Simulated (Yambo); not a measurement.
```xyz
11
Lattice="2.7370 1.5802 6.0570 -2.7370 1.5802 6.0570 0.0000 -3.1604 6.0570" Properties=species:S:1:pos:R:3 pbc="T T T"
B      0.0000     0.0000    10.6618
B      0.0000     0.0000     7.4538
O     -1.2073    -0.6970    10.6673
O      0.0000     1.3941    10.6673
O      1.2073    -0.6970    10.6673
O      1.2036     0.6949     7.4638
O      0.0000    -1.3898     7.4638
O     -1.2036     0.6949     7.4638
K      0.0000     0.0000     3.9931
Y      0.0000     0.0000    18.1340
Ba     0.0000     0.0000    14.3971
```

Response from Yambo on PBEsol (Quantum ESPRESSO, PseudoDojo norm-conserving, 84 Ry, without SOC) bands: 4×4×4 mesh, 128 bands, 3 Ry local-field block, 0.2 eV broadening.

Problem. Give the static electronic dielectric constant without and with local fields along each axis.

Solution. 
```json
[
 {"field along": "x", "ε(0), independent particles": "3.48", "ε(0), RPA with local fields": "3.28", "refractive index √ε": "1.81"},
 {"field along": "z", "ε(0), independent particles": "3.18", "ε(0), RPA with local fields": "2.84", "refractive index √ε": "1.69"}
]
```
Electronic (clamped-ion) response only. PBEsol gaps are usually too small, which raises these values. Convergence of the RPA response with its 4×4×4 mesh was not tested. x, y and z are Cartesian axes of the cell as given.

Geometry of the Materials Project entry, not relaxed at this level.

The structure is a Materials Project entry; no match was found in the copy of COD used, and its stability was not checked.
